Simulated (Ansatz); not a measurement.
AlPt3C (anti-perovskite) was relaxed and computed twice in Ansatz (plane waves, PAW), once with PBE and once with r²SCAN.

|  | run 1 | run 2 |
|---|---|---|
| cell | a = b = c = 4.1771 Å, α = β = γ = 90.00° | a = 4.1523 Å, b = 4.1523 Å, c = 4.1523 Å, α = 90.00°, β = 90.00°, γ = 90.00° |
| ΔH_f (eV/atom) | 0.20 | 0.21 |
| B₀ by P(V) fit (GPa) | 206 | 221 |

### Question
Which run used which functional?

### Answer
Run 1 is PBE, run 2 is r²SCAN.

Typed or built starts, not in the databases checked: AlPt3C, anti-perovskite. Unstable at this level: AlPt3C, anti-perovskite with r²SCAN. All cells were relaxed under the symmetry of their starts (and spin orders); stability against distortions was not tested throughout. Rows with no word on spin ran without spin polarisation. Scalar-relativistic: spin–orbit coupling is off unless named, which matters more the heavier the elements.

Potentials: the later of the program's two PAW sets.

Ansatz (an electronic-structure program) is a plane-wave DFT program.

Formation energies count from the lowest solids of the elements computed at the same level, not from gases.
